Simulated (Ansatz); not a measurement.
GaP (rock salt, Fm-3m) under volume change, the program Ansatz at the PBE level (PAW), scaled uniformly.

```json
[
 {"V (Å³/atom)": "15.604", "E − E(relaxed) (meV/atom)": "45.7", "P (GPa)": "10.37"},
 {"V (Å³/atom)": "16.119", "E − E(relaxed) (meV/atom)": "___", "P (GPa)": "___"},
 {"V (Å³/atom)": "16.633", "E − E(relaxed) (meV/atom)": "___", "P (GPa)": "___"},
 {"V (Å³/atom)": "17.147", "E − E(relaxed) (meV/atom)": "0.0", "P (GPa)": "0.00"},
 {"V (Å³/atom)": "17.662", "E − E(relaxed) (meV/atom)": "4.0", "P (GPa)": "-2.43"},
 {"V (Å³/atom)": "18.176", "E − E(relaxed) (meV/atom)": "15.2", "P (GPa)": "-4.48"},
 {"V (Å³/atom)": "18.691", "E − E(relaxed) (meV/atom)": "32.4", "P (GPa)": "-6.19"}
]
```

Problem. Fill in the missing entries.

Solution. 
- 16.633, E − E(relaxed) (meV/atom): 4.5
- 16.633, P (GPa): 2.89
- 16.119, E − E(relaxed) (meV/atom): 19.1
- 16.119, P (GPa): 6.31

Problem. What does a third-order Birch–Murnaghan fit give for V₀, B₀ and B′?

Solution. V₀ = 17.15 Å³/atom, B₀ = 88.0 GPa, B′ = 4.7.

The start of the workflow was typed in or built on a structure type; neither database checked (COD, Materials Project) lists it. It is not the phase usual at ambient conditions (space group No. 216). Symmetry was held in the PBE relaxation; whether a distortion lowers the energy is not shown. Spin–orbit coupling is left out wherever it is not named.

Potentials: the later of the program's two PAW sets.
